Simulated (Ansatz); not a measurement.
Ru:
```yaml
crystal:
  lattice:
    - [-1.50909, 1.50909, 1.50909]
    - [1.50909, -1.50909, 1.50909]
    - [1.50909, 1.50909, -1.50909]
  atoms:
    - { symbol: Ru, position: [0.00000, 0.00000, 0.00000] }
```

Relaxed with PBEsol. Special points in fractions of this cell's reciprocal vectors: Γ (0.000, 0.000, 0.000); H (0.500, -0.500, 0.500); N (0.000, 0.000, 0.500); P (0.250, 0.250, 0.250).

Task: List the band energies nearest the Fermi level at these points for plane-wave PAW PBEsol (Ansatz code).

Result: In eV from the Fermi level; about four levels below and three above (degenerate sets whole), none deeper than 8.9 eV; … stands for higher levels left out; points with the same levels are listed once.

| k | below | above |
|---|---|---|
| Γ | -8.16 -2.89 -2.89 -2.89 | … |
| H | -6.45 -6.45 | … |
| N | -6.35 -4.69 -0.12 | 0.37 … |
| P | -3.90 -3.90 -3.90 | … |

Space group Im-3m (bcc (W type)). The start of the workflow was typed in or built on a structure type; neither database checked (COD, Materials Project) lists it. It is not the phase usual at ambient conditions (space group No. 194). Symmetry was held in the PBEsol relaxation. At this level the phase is mechanically unstable. The run is not spin-polarised. Scalar-relativistic: spin–orbit coupling is off unless named, which matters more the heavier the elements.

Potentials: the later of the program's two PAW sets.
